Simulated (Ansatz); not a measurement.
CuAu:
Space group P4/mmm (No. 123); a = 2.8773 Å, b = 2.8773 Å, c = 3.6230 Å, α = 90.00°, β = 90.00°, γ = 90.00°

```
atom  site  symmetry       x       y       z
----  ----  --------  ------  ------  ------
Cu      1d     4/mmm  0.5000  0.5000  0.5000
Au      1a     4/mmm  0.0000  0.0000  0.0000
```

Relaxed at zero pressure with PBE in the plane-wave PAW code Ansatz.

### Question
The volume is raised by 6 % and shape and atoms relax at that volume. What pressure results, and how do the axes share the change?

### Answer
-7.0 GPa; a 1.8 %, b 1.8 %, c 2.2 %; the energy rises by 21 meV/atom.

### Question
Give the new structure.

### Answer

Space group P4/mmm (No. 123); a = b = 2.9297 Å, c = 3.7043 Å, α = β = γ = 90.00°

```csv
atom,site,symmetry,x,y,z
Cu,1d,4/mmm,0.5000,0.5000,0.5000
Au,1a,4/mmm,0.0000,0.0000,0.0000
```

The phase is kept; no other phase was compared at this pressure.

Symmetry was held in the PBE relaxation. The run is not spin-polarised. Axis ratios of metals converge slowly with the k-mesh, so a and c are less sure than the volume. Scalar-relativistic: spin–orbit coupling is off unless named, which matters more the heavier the elements.

Potentials: the earlier of the program's two PAW sets.
